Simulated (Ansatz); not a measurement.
The cell below belongs to a search over invented structures; it isn't taken from experiment.

Input and command of a plane-wave DFT calculation in Ansatz:

```yaml
crystal:
  lattice:
    - [4.1778383777, 0.0, 0.0]
    - [0.0, 3.920629348, 0.0]
    - [-1.6026441402, 0.0, 13.0244863929]
  atoms:
    - { symbol: Zr, position: [0.7738214209, 0.0, 0.3959842076] }
    - { symbol: Sb, position: [0.2529197232, 0.5, 0.343047314] }
    - { symbol: Sb, position: [0.6546075214, 0.5, 0.8741437532] }
    - { symbol: Sb, position: [0.3331707885, 0.0, 0.5578259427] }
    - { symbol: Sb, position: [0.5587759791, 0.0, 0.1617818341] }
    - { symbol: S, position: [0.863493142, 0.5, 0.0873488828] }
    - { symbol: S, position: [0.272502451, 0.5, 0.6812977054] }
    - { symbol: S, position: [0.2907070139, 0.0, 0.8985693702] }
basis:
  ecutwfc: 420
kpoints:
  mp_grid: { grid: [8, 8, 4] }
hamiltonian:
  xc: pbe
scf:
  occupations: { method: gaussian, width: 0.1 }
output:
  forces: true
  stress: true
  eigenvalues: true
relax:
  adjacent_minimum: "off"
  f_tol: 0.01
  max_steps: 80
  cell: { stress_tol: 0.05 }
```

```bash
ansatz run input.yaml --threads 1 --pin off --max-ram 2560MiB --backend cpu --events-out ev --progress --plain --runs-dir out
```

Processor: Arm Neoverse V1, 1 thread, on a host shared with other jobs.

Estimate time, memory and problem size.

About 15 min, peak memory 0.96 GiB. It solves 54 bands at 90 k points (after reduction by symmetry) with about 4177 plane waves (on the last cell), in 60 SCF iterations over 8 ionic steps.
